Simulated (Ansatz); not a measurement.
Is this MoS2 structure stable?

It was relaxed at this level from a cell as deposited in COD.

The calculation used DFT PBE, scalar-relativistic, plane waves, PAW (Ansatz). The final run on the 6-atom cell used 420 eV, a Γ-centred 12×12×2 mesh, 0.02 eV smearing and no spin polarisation.

```xyz
6
Lattice="3.1851 0.0000 0.0000 -1.5926 2.7584 0.0000 0.0000 0.0000 14.6509" Properties=species:S:1:pos:R:3 pbc="T T T"
Mo    0.0000    1.8389    3.6627
Mo    1.5926    0.9195   10.9882
S     0.0000    1.8389    9.4256
S     1.5926    0.9195    2.1002
S     0.0000    1.8389   12.5507
S     1.5926    0.9195    5.2253
```

The zero of energy is the elements' standard structures at the same level; no fitted shifts are applied.

Problem. These tests were run: energy against the elements; phonons on a 3×3×1 q mesh. What do they show?

Solution.

```
                       test                         result
energy against the elements                 −0.893 eV/atom
  phonons on a 3×3×1 q mesh  no imaginary mode on the mesh
```

It fails none of these tests. Competing phases weren't compared here.

No dispersion correction is applied, so the spacing and binding between layers, chains or molecules are poorly described. The reference form of S is held partly by dispersion forces, which this level lacks. The run for the phonons used a 12×12×2 k mesh.
